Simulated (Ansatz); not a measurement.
**NaI at 0.8 GPa: from Born charge to LO–TO splitting and polaron coupling**

Method: DFT LDA, scalar-relativistic, plane waves, PAW (Ansatz 0.2.0). Cutoff 420 eV, 6×6×6 k-points (Γ-centred), fixed occupations. No spin polarisation. Phonons by linear response, acoustic sum rule imposed.

The cell is fixed (symmetry leaves no force on the atoms) and stands under 0.8 GPa:
```cif
data_structure
_symmetry_space_group_name_H-M 'Fm-3m'
_symmetry_Int_Tables_number 225
_cell_length_a 6.1846
_cell_length_b 6.1846
_cell_length_c 6.1846
_cell_angle_alpha 90.000
_cell_angle_beta 90.000
_cell_angle_gamma 90.000
_cell_volume 236.56
loop_
_atom_site_label
_atom_site_type_symbol
_atom_site_symmetry_multiplicity
_atom_site_Wyckoff_symbol
_atom_site_fract_x
_atom_site_fract_y
_atom_site_fract_z
_atom_site_occupancy
Na1 Na 4 a 0.00000 0.00000 0.00000 1
I1 I 4 b 0.50000 0.00000 0.00000 1
```

The cell is the ideal cubic rocksalt prototype. Spin–orbit coupling is left out, which matters for heavy elements.

Linear response gives ν_TO = 143.1 cm⁻¹, Born charges ±1.148 e (positive on Na) and ε∞ = 3.696. The primitive cell holds 59.139 Å³, and the masses are 22.990 and 126.904 amu.

Question: Find ν_LO and the static dielectric constant.

Answer: The long-wave field adds a restoring force: ω_LO² − ω_TO² = Z*²e²/(ε_vac ε∞ μV). In these units ν_LO² − ν_TO² = 4.92064×10⁷ Z*²/(μ V ε∞) cm⁻², with μ = m₁m₂/(m₁ + m₂) = 19.464 amu: 15239 cm⁻². So ν_LO = √(143.1² + 15239) = 189.0 cm⁻¹, and the run gives 189.0. Lyddane–Sachs–Teller then gives ε0 = ε∞ (ν_LO/ν_TO)² = 6.45, against 6.44 in the run (it forms both from the same three quantities, so the match checks the arithmetic only). Between ν_TO and ν_LO the dielectric function is negative and an undamped crystal reflects fully: a reststrahlen band from 52.9 to 69.9 μm.

Question: What do the Clausius–Mossotti polarisability and the Szigeti charge come to?

Answer: With the Lorentz local field, α = (3V/4π)(ε∞ − 1)/(ε∞ + 2) = 6.68 Å³ for the pair, and e_S = 3Z*/(ε∞ + 2) = 0.60 e. The Born charge includes the electrons' response to the dipole's own local field, and e_S takes that enhancement out. The Lorentz field assumes point-like polarisable ions, a fair picture at this small ε∞.

Question: How strongly does a slow electron couple to the LO mode?

Answer: For one isotropic parabolic band, Fröhlich's constant is α_F = (1/ε∞ − 1/ε0) √(m* Ry/ħω_LO), with Ry = 13.606 eV, ħω_LO = 23.4 meV and m* in free-electron masses: α_F = 0.1154 × 24.10 × √m* = 2.78 √m*. The band mass isn't part of this run; for m* = 0.1, 0.3 and 1 it gives 0.88, 1.52, 2.78. In weak coupling the polaron lies α_F ħω_LO below the band edge (36 meV at m* = 0.3) with a mass m*(1 + α_F/6); past α_F of about 5 or 6 that expansion fails. A semilocal functional's ε∞ tends to be too large, which taken alone lowers α_F.